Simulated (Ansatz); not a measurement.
YAu in space group Cmcm (No. 63; Y on 4c, Au on 4c), the program Ansatz at the r²SCAN level (PAW), all energies at zero smearing, with the estimated change up to a 700 eV cutoff added, with one set of potentials and settings (totals compare only within such a set). Cell of 4 atoms (2 Y, 2 Au): -34050.340 eV.

| element | reference phase | E (eV/atom) |
|---|---|---|
| Y | P6_3/mmc, 2 atoms in the cell | -3859.7073 |
| Au | Fm-3m, 1 atoms in the cell | -13163.5078 |

Formation energy per atom, worked out: (-34050.340 − 2×(-3859.7073) − 2×(-13163.5078))/4 = -0.978 eV/atom (-94 kJ per mol of atoms), at 0 K, without zero-point energy or fitted corrections.

The first step of the workflow began from a Materials Project structure, measured or hypothetical; the Crystallography Open Database copy checked does not list it. COD files the formula under space group No. 221, so this cell is another polymorph or a model. Whether it is the stable phase at ambient conditions was not checked. The cell was relaxed with r²SCAN under the symmetry of its start; its stability against distortions is not shown here. No spin polarisation was allowed. The references are the lowest solids computed at this level, not always the standard phases. Scalar-relativistic: spin–orbit coupling is off unless named, which matters more the heavier the elements.

Potentials: the later of the program's two PAW sets.
